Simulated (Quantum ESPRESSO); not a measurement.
```cif
data_Ga2Se4Tl2
_chemical_formula_sum 'Ga2 Se4 Tl2'
_space_group_name_H-M_alt 'P 1'
_space_group_IT_number 1
_cell_length_a 6.50492
_cell_length_b 6.50492
_cell_length_c 6.50492
_cell_angle_alpha 104.195
_cell_angle_beta 104.195
_cell_angle_gamma 120.635
loop_
_space_group_symop_operation_xyz
  'x, y, z'
loop_
_atom_site_label
_atom_site_type_symbol
_atom_site_fract_x
_atom_site_fract_y
_atom_site_fract_z
_atom_site_occupancy
Ga1 Ga 0.25000 0.75000 0.50000 1
Ga2 Ga 0.75000 0.25000 0.50000 1
Se1 Se 0.83605 0.66395 0.50000 1
Se2 Se 0.16395 0.33605 0.50000 1
Se3 Se 0.66395 0.16395 0.82790 1
Se4 Se 0.33605 0.83605 0.17210 1
Tl1 Tl 0.25000 0.25000 0.00000 1
Tl2 Tl 0.75000 0.75000 0.00000 1
```

Cell and atoms were relaxed with PBE+D3(BJ) from Materials Project entry mp-9580, within its symmetry.

What does PBEsol (pw.x of Quantum ESPRESSO, ONCV potentials, without SOC) give for the electronic structure near the Fermi level?

The PBEsol gap is direct, 0.31 eV at M. Another valence extremum on the path lies within 0.02 eV, too close to call. Spin-orbit coupling is left out; with 6p states at a band edge it can lower the gap by many tenths of an eV, most of a small gap. So small a PBEsol gap in heavy elements may be inverted, where one-shot corrections to single bands mislead.

The structure is a Materials Project entry; no match was found in the copy of COD used, and its stability was not checked.
